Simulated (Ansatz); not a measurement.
## Sb₃Au, one cell by several methods

```yaml
crystal:
  lattice:
    - [-2.97920, 2.97920, 3.04000]
    - [2.97920, -2.97920, 3.04000]
    - [2.97920, 2.97920, -3.04000]
  atoms:
    - { symbol: Sb, position: [0.00000, 0.50000, 0.50000] }
    - { symbol: Sb, position: [0.50000, 0.00000, 0.50000] }
    - { symbol: Sb, position: [0.50000, 0.50000, 0.00000] }
    - { symbol: Au, position: [0.00000, 0.00000, 0.00000] }
```

Atoms are numbered in the order listed.

The geometry is COD entry 1510290, unchecked; take it as a test cell. The listed cell was then made from it by scaling, straining or moving an atom.

No spin–orbit coupling, which matters for the heavy atoms here.

Levels of theory: DFT, LDA, PAW with Ansatz's default frozen-core files, scalar-relativistic (Ansatz 0.2.0); DFT, LDA, all-electron PAW with datasets made for the crystal, scalar-relativistic (Ansatz 0.2.0); DFT, LDA, all-electron LAPW, scalar-relativistic (Ansatz 0.2.0).

For PAW: a Γ-centred 10×10×10 k mesh, Fermi–Dirac smearing of 0.05 eV, cutoff 420 eV, no spin polarisation; the PAW files were made with PBE, and the program remakes their frozen cores for this functional. The crystal-made all-electron datasets (AE datasets) take a cutoff of 240 eV at this cell. LAPW targets a basis error of 1 meV/atom. The Ansatz runs share mesh, smearing and spin set-up. Plane-wave (PAW) pressures include the program's estimate of the Pulay term.

Stress and pressure are positive in compression.

The change that made this cell: equal xx and yy strain of -2 %.

Spin–orbit coupling is left out, which moves gradients at and beside heavy atoms by some per cent and at worst by a factor of two.

In a metal, gradients converge slowly with the k mesh: the values move by tens of per cent from one mesh to another, at times in sign, so only the comparison on one mesh counts.

| quantity | PAW | AE datasets | LAPW |
| --- | --- | --- | --- |
| pressure (GPa) | -5.95 | -5.93 | -5.92 |
| stress xx (GPa) | -5.32 | -5.30 | -5.30 |
| stress zz (GPa) | -7.21 | -7.18 | -7.18 |
| largest principal field gradient Vzz at Sb1 (10²¹ V/m²) | -2.21 | -2.30 | – |
| largest principal field gradient Vzz at Au4 (10²¹ V/m²) | 1.30 | 1.35 | – |

PAW's pressure differs from the LAPW value by -0.03 GPa.
